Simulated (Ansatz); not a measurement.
Theory: Ansatz, DFT PBE, scalar-relativistic, plane waves, PAW. Settings: cutoff 420 eV, Γ-centred meshes spaced at most about 0.3 Å⁻¹, and about 0.25 Å⁻¹ or finer for metals (2π included), Gaussian smearing. No spin polarisation in the final relaxations.

Temperature and zero-point effects are left out. All come from trial cells, and lower structures may exist.

Question: Which of these relaxed structures of B10Pt is the lowest in energy?
1. Space group P6/mmm (No. 191), hexagonal, a = 5.591 Å, c = 4.303 Å. B on a site of symmetry mm2 has 2 B at 1.74 Å, 2 B at 1.86 Å, 1 Pt at 2.15 Å and 2 B at 2.15 Å; around B on a site of symmetry 3m lie 1 B at 1.57 Å and 3 B at 1.74 Å; around Pt lie 6 B at 2.15 Å.
2. Space group P-62m (No. 189), hexagonal, a = 6.491 Å, c = 3.092 Å. B on a site of symmetry -6 has 2 B at 1.55 Å and 3 B at 1.67 Å; B on a site of symmetry m is surrounded by 2 B at 1.67–1.69 Å and 1 Pt at 2.11 Å; B on a second site of symmetry -6 is surrounded by 2 B at 1.55 Å; Pt is surrounded by 6 B at 2.11 Å.

Answer: 1. It has space group P6/mmm (No. 191); the next, 2, with space group P-62m (No. 189), lies 139 meV/atom higher. Counting B atoms around Pt (those within 1.25 times the shortest such distance or 1.15 times the sum of covalent radii, 1.27 where that leaves under three), the lowest and the next both have Pt 6. The lowest holds B–B chains (shortest 1.57 Å); the next holds B–B bonds in all directions (shortest 1.55 Å). Even the lowest lies +0.68 eV/atom against the elements.

Spin–orbit coupling, which can matter for Pt, is left out. Cells relaxed within their symmetry can be saddle points. Some types were kept out of the candidates beforehand, so the set may lack a known form.
